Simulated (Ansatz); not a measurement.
Crystals of one structure type (CsCl type) and one family of elements, relaxed and computed with LDA in the plane-wave PAW code Ansatz.

```
crystal  V (Å³/atom)  highest Γ mode, no LO–TO term (cm⁻¹)
-------  -----------  ------------------------------------
TiFe           12.01                                   251
TiRu           13.78                                   231
TiOs           14.04                                   238
HfRu           16.10                                     ?
HfOs           16.39                                   160
ZrRu           16.53                                   192
ZrOs           16.79                                   189
```

Q: Fit a straight line to ln ω against ln V and predict the withheld value.

A: Least squares on the 6 shown rows: ln ω = -1.13 × ln V + (8.382), with a scatter of 8 %. For HfRu this gives 189. The run itself gave 174, within the scatter.

Standing as an ambient phase not checked: TiFe, CsCl type; TiRu, CsCl type; TiOs, CsCl type; HfRu, CsCl type; HfOs, CsCl type; ZrRu, CsCl type; ZrOs, CsCl type. All cells were relaxed under the symmetry of their starts (and spin orders); stability against distortions was not tested throughout. Rows with no word on spin ran without spin polarisation. Scalar-relativistic: spin–orbit coupling is off unless named, which matters more the heavier the elements.

Potentials: the later of the program's two PAW sets.
